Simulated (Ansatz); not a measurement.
LaGa2:
```yaml
crystal:
  lattice:
    - [4.29494, 0.00000, 0.00000]
    - [-2.14747, 3.71952, 0.00000]
    - [0.00000, 0.00000, 4.49207]
  atoms:
    - { symbol: La, position: [0.00000, 0.00000, 0.00000] }
    - { symbol: Ga, position: [0.33333, 0.66667, 0.50000] }
    - { symbol: Ga, position: [0.66667, 0.33333, 0.50000] }
```

Relaxed with r²SCAN. Special points in fractions of this cell's reciprocal vectors: Γ (0.000, 0.000, 0.000); M (0.500, 0.000, 0.000); K (0.333, 0.333, 0.000); A (0.000, 0.000, 0.500); L (0.500, 0.000, 0.500); H (0.333, 0.333, 0.500).

Task: List the band energies nearest the Fermi level at these points for plane-wave PAW r²SCAN (Ansatz code).

Result: In eV from the Fermi level; about four levels below and three above (degenerate sets whole), none deeper than 8.9 eV; points with the same levels are listed once.

| k | below | above |
|---|---|---|
| Γ | -0.65 -0.65 -0.32 -0.17 | 0.65 2.09 2.09 |
| M | -6.19 -1.07 -1.06 -0.59 | 1.61 2.17 2.33 |
| K | -6.18 -6.18 -3.55 -0.19 -0.19 | 1.75 1.75 2.11 |
| A | -8.39 -3.60 | 0.31 0.31 1.12 1.12 |
| L | -5.14 -2.08 -1.46 -0.37 | 1.72 2.34 2.38 |
| H | -6.58 -6.58 -2.09 -0.68 -0.68 | 2.21 2.35 2.35 |

Space group P6/mmm. The workflow started from a Materials Project entry (that database holds measured and hypothetical structures alike); the Crystallography Open Database files this formula in space group No. 191, but the cells were not matched. Its standing as an ambient phase is unchecked. Symmetry was held in the r²SCAN relaxation; its stability against distortions is not shown here. Spin–orbit coupling is left out wherever it is not named.

Potentials: the earlier of the program's two PAW sets.
